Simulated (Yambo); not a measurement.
A G0W0@PBEsol run in Yambo for NaCl (rock salt, space group Fm-3m, No. 225) under isotropic strain of -1.5 % on all lattice vectors (4×4×4 Γ-centred k mesh, bands 2 to 98 and a 10 Ry block in the screening, 98 bands in G with the Bruneval-Gonze terminator, plasmon pole fitted at 27.2 eV) gives these matrix elements, in eV, at the band edges (Γ → Γ):

| state | E0 | <Vxc> | <Σx> | <Σc(E0)> | Z |
|---|---|---|---|---|---|
| valence edge | 0.000 | -14.432 | -18.932 | 1.808 | 0.815 |
| conduction edge | 5.184 | -8.670 | -4.439 | -3.166 | 0.865 |

Task: Solve the linearised quasiparticle equation for both states, give the gap, and say how exchange and correlation each act on it.

Result: E = E0 + Z(Σx + Σc − Vxc). Valence: 0.000 + 0.815 × (-18.932 + (1.808) − (-14.432)) = -2.19 eV. Conduction: 5.184 + 0.865 × (-4.439 + (-3.166) − (-8.670)) = 6.11 eV. The gap is 8.30 eV, against 5.18 eV in PBEsol. Replacing Vxc by bare exchange alone would open it by 8.73 eV; correlation takes back 4.97 eV of that, and Z scales what is left. Convergence of the G0W0 settings was not tested. 

Geometry strained from the cell relaxed with PBEsol, atoms relaxed again; primitive cell a = b = c = 3.903 Å, α = β = γ = 60.00°.
